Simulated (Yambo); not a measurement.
Yambo run on TiO$_{2}$ (space group Pnma, No. 62). The wavefunctions come from this Quantum ESPRESSO step (LDA, PseudoDojo standard norm-conserving files, scalar-relativistic):

```
&CONTROL
  calculation = 'nscf'
  pseudo_dir = './pseudo'
  outdir = './out'
/
&SYSTEM
  ibrav = 0
  nat = 12
  ntyp = 2
  ecutwfc = 84.0
  ecutrho = 336.0
  occupations = 'fixed'
  force_symmorphic = .true.
  nbnd = 309
/
&ELECTRONS
  conv_thr = 1.2000000000000002e-08
  diago_full_acc = .true.
  diago_thr_init = 1e-08
/
ATOMIC_SPECIES
O 15.9990 O.upf
Ti 47.8670 Ti.upf
CELL_PARAMETERS angstrom
  5.986830000000   0.000000000000   0.000000000000
  0.000000000000   3.772990000000   0.000000000000
  0.000000000000   0.000000000000   9.073150000000
ATOMIC_POSITIONS crystal
O   0.462320000000   0.750000000000   0.918320000000
O   0.537680000000   0.250000000000   0.081680000000
O   0.037680000000   0.250000000000   0.418320000000
O   0.962320000000   0.750000000000   0.581680000000
O   0.736100000000   0.250000000000   0.754530000000
O   0.263900000000   0.750000000000   0.245470000000
O   0.763900000000   0.750000000000   0.254530000000
O   0.236100000000   0.250000000000   0.745470000000
Ti   0.487870000000   0.250000000000   0.864150000000
Ti   0.512130000000   0.750000000000   0.135850000000
Ti   0.012130000000   0.750000000000   0.364150000000
Ti   0.987870000000   0.250000000000   0.635850000000
K_POINTS automatic
2 4 1 0 0 0
```

Yambo input:

```
rim_cut
gw0
dyson
el_el_corr
HF_and_locXC
ppa
em1d
RandQpts= 1000000
RandGvec= 1 Ry
EXXRLvcs= 84 Ry
VXCRLvcs= 336 Ry
Chimod= "HARTREE"
% BndsRnXp
 5 | 308 |
%
NGsBlkXp= 7 Ry
% LongDrXp
 1.0 | 1.0 | 1.0 |
%
PPAPntXp= 27.2114 eV
% GbndRnge
 1 | 308 |
%
GTermKind= "BG"
DysSolver= "n"
ExtendOut
% QPkrange
 1 | 1 | 48 | 49 |
 2 | 2 | 48 | 49 |
 3 | 3 | 48 | 49 |
 4 | 4 | 48 | 49 |
 6 | 6 | 48 | 49 |
%
```

k points by index: 1 = Γ, 2 = (0, 0.25, 0), 3 = (0, -0.5, 0), 4 = (-0.5, 0, 0), 6 = (-0.5, -0.5, 0).

The o-*.qp file then holds:

```
#    K-point    Band    Eo [eV]    E [eV]    E-Eo [eV]    Vxc [eV]    Vnlxc [eV]    Sc|Eo [eV]    Sc|E [eV]    dSc/dw|Eo [eV]    Re(Z)    Im(Z)
#
    1    48    -0.195363    -0.698155    -0.502792    -19.21466    -24.30608    4.427420    4.588625    -8.721527    0.757279    -0.001708
    1    49    2.918662    4.484449    1.565787    -19.71171    -12.06668    -5.614445    -6.079244    -8.076617    0.771119    -0.001642
    2    48    0.000000    -0.440170    -0.440170    -19.39230    -24.40402    4.428708    4.571544    -8.826721    0.755069    -0.001728
    2    49    3.265245    4.839254    1.574008    -19.62418    -12.12382    -5.464194    -5.926355    -7.988844    0.773042    -0.001638
    3    48    -0.122814    -0.552527    -0.429713    -19.10731    -23.91348    4.238234    4.376456    -8.749442    0.756691    -0.001744
    3    49    3.471552    5.064023    1.592471    -20.11676    -12.26967    -5.766991    -6.254620    -8.331163    0.765596    -0.001888
    4    48    -0.373946    -0.857821    -0.483875    -18.87550    -24.02719    4.510096    4.667821    -8.866293    0.754240    -0.001910
    4    49    3.437097    5.008959    1.571862    -20.03850    -12.21012    -5.771669    -6.256519    -8.392202    0.764283    -0.001969
    6    48    -0.390711    -0.836129    -0.445418    -18.99390    -23.81487    4.232114    4.375550    -8.759409    0.756481    -0.001755
    6    49    3.701744    5.312983    1.611239    -20.62082    -12.69572    -5.806124    -6.313863    -8.573367    0.760411    -0.002301
```
(The two width columns are left out.) Convergence of these settings isn't established.

Geometry of the Materials Project entry, not relaxed at this level.

This is not the ordinary phase of the substance.
